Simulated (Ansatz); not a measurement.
## SnSe: how strain makes field gradients

```yaml
crystal:
  lattice:
    - [0.00000, 3.01000, 3.01000]
    - [3.01000, 0.00000, 3.01000]
    - [3.01000, 3.01000, 0.00000]
  atoms:
    - { symbol: Sn, position: [0.00000, 0.00000, 0.00000] }
    - { symbol: Se, position: [0.50000, 0.50000, 0.50000] }
```

Atom numbers follow the list: Sn1, Se2.

The geometry is COD entry 9008725, unchecked; take it as a test cell.

These are results of DFT, LDA, all-electron PAW with datasets made for the crystal, scalar-relativistic (Ansatz 0.2.0), not measurements.

Settings: a Γ-centred 9×9×9 k mesh, Fermi–Dirac smearing of 0.02 eV, cutoff 240 eV (chosen by the program for this cell), no spin polarisation.

The strain is applied along the Cartesian axes of the cell as listed (the other components stay zero). Fractional coordinates are held (clamped ions).

The columns are Cartesian components of the electric field gradient at the nuclei, in 10²¹ V/m².

No spin–orbit coupling: at heavy atoms the gradients can be off by tens of per cent for that reason.

Only quantities that a quadratic follows smoothly over the whole series are listed; rougher ones are left out.

```csv
εzz,Vzz at Sn1,Vzz at Se2
-0.0300,-4.62,-0.58
-0.0100,-1.50,-0.16
0.0000,0.00,0.00
0.0100,1.46,0.13
0.0200,2.87,0.22
0.0300,4.25,0.28
```

Problem. Fit the series and give the gradient–strain slopes.

Solution. Least-squares fits y = p0 + p1 x + p2 x² to the rows give Vzz at Sn1: p1 = 148, p2 = -210; Vzz at Se2: p1 = 14.3, p2 = -170. The slopes p1 are in 10²¹ V/m² per unit strain, for clamped ions.

Problem. One run, at εzz = -0.0200, is withheld. Predict its row.

Solution. The fits give -3.04, -0.35; the run gave -3.04, -0.36.
